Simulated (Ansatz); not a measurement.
Problem. Name crystals whose computed values (DFT-PBEsol in the program Ansatz with PAW potentials) fall in these windows: G_Hill (GPa) 150 to 180; Θ_D (K) 620 to 780.

Solution. 

```
crystal                                    G_Hill (GPa)  Θ_D (K)
-----------------------------------------  ------------  -------
Mn4N, Pm-3m (Mn on 1a, Mn on 3c, N on 1b)           167      711
ZrN, rock salt                                      162      678
```
Others may fit too.

Spin orders computed, not proven ground states: Mn4N, Pm-3m (Mn on 1a, Mn on 3c, N on 1b) ferrimagnetic. Relaxed far from the usual cell of the phase: Mn4N, Pm-3m (Mn on 1a, Mn on 3c, N on 1b). All cells were relaxed under the symmetry of their starts (and spin orders); stability against distortions was not tested throughout. Named crystals with no word on spin ran without spin polarisation. Scalar-relativistic: spin–orbit coupling is off unless named, which matters more the heavier the elements.

Potentials: the earlier of the program's two PAW sets. The files were generated under PBE; for other functionals the program regenerates the frozen cores, and for LDA and PBEsol the local potential too.
